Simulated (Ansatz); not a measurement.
# Relaxing a structure of YCl

The start is a generated cell, YCl placed in the AFLOW prototype AB_oP4_51_e_f (B19, as in CdAu). Cell shape, volume and atoms are optimised at zero target pressure with PBE (plane waves to 420 eV, PAW, scalar-relativistic; Ansatz, a quantum-chemistry and plane-wave program). The first steps use a coarse 4×6×4 k-mesh.

Starting cell:
```
YCl
1.0
    5.52705     0.00000     0.00000
    0.00000     3.65874     0.00000
    0.00000     0.00000     5.64295
Y Cl
2 2
Direct
  0.75000   0.50000   0.31250
  0.25000   0.50000   0.68750
  0.75000   0.00000   0.81250
  0.25000   0.00000   0.18750
```

Q: Which atoms feel the largest initial force, and how large is it?

A: About 0.9 eV/Å, on Y1, Y2 (atoms numbered as listed).

Q: What symmetry does the relaxed structure have?

A: The space group goes from Pmma (No. 51) to Pm-3m (No. 221); the end is CsCl type, with 2 atoms in the primitive cell.

Q: How much energy is released per atom?

A: 0.31 eV/atom.

Q: How do the shortest distances between atoms change?

A: The closest pairs of elements (up to four, under 3.6 Å), start → end: Cl–Y 3.36 → 3.02 Å; Y–Y 3.48 → 3.49 Å; Cl–Cl 3.48 → 3.49 Å.

Q: What band gap does the relaxed structure have at this level?

A: No gap (metallic).

Q: What does it relax into? Give the structure.

A: 
Space group Pm-3m (No. 221); a = b = c = 3.486 Å, α = β = γ = 90.00°

```tsv
atom	site	symmetry	x	y	z
Y	1b	m-3m	0.5000	0.5000	0.5000
Cl	1a	m-3m	0.0000	0.0000	0.0000
```

Final values are on a 13×13×13 k-mesh of the relaxed cell. No spin polarisation in the result. No Hubbard U is applied.

The run could not lose the symmetry of its start, so the end can be a saddle point.

The relaxed structure here is a generated cell of YCl: the first start was made by placing the elements on the sites of a structure type, and the end was not matched to a known phase here, so it may be hypothetical.
